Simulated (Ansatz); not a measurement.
**TiZn₃: elastic constants from stress and strain**

```xyz
4
Lattice="3.9322 0.0000 0.0000 0.0000 3.9322 0.0000 0.0000 0.0000 3.9322" Properties=species:S:1:pos:R:3 pbc="T T T"
Ti    0.0000    0.0000    0.0000
Zn    0.0000    1.9661    1.9661
Zn    1.9661    0.0000    1.9661
Zn    1.9661    1.9661    0.0000
```

Atom numbers follow the list: Ti1, Zn2, Zn3, Zn4.

The cell comes from COD entry 1527931, which wasn't checked; take it as a given geometry.

Method: Ansatz 0.2.0, DFT, LDA, all-electron LAPW, scalar-relativistic.

Numerical set-up: a Γ-centred 9×9×9 k mesh, Fermi–Dirac smearing of 0.05 eV, basis error target 1 meV/atom, no spin polarisation.

The unstrained cell is at -9.90 GPa. Large strains and very small stresses are left out. Each strain is applied once, with fractional coordinates held (clamped ions), and σ below is the change of stress, positive in tension. One finite strain gives stress–strain coefficients at this pressure with an error of the order of the strain times third-order constants, a few per cent for each per cent of strain. In a metal the k mesh adds noise of tens of per cent to soft shears.

**Question.** Estimate the stiffness probed by this change, and the stress that it gives: equal xy, yz and zx engineering shear strains of -1 %.

**Answer.** σxy = -0.64 GPa and γxy = 2εxy = -0.0100, so C44 (clamped ions) = σxy/γxy = 64 GPa.

**Question.** With equal xy, yz and zx engineering shear strains of +1 %, the run gives σxy = 0.65 GPa and γxy = 2εxy = 0.0100. Which stiffness follows?

**Answer.** C44 (clamped ions) = σxy/γxy = 65 GPa.
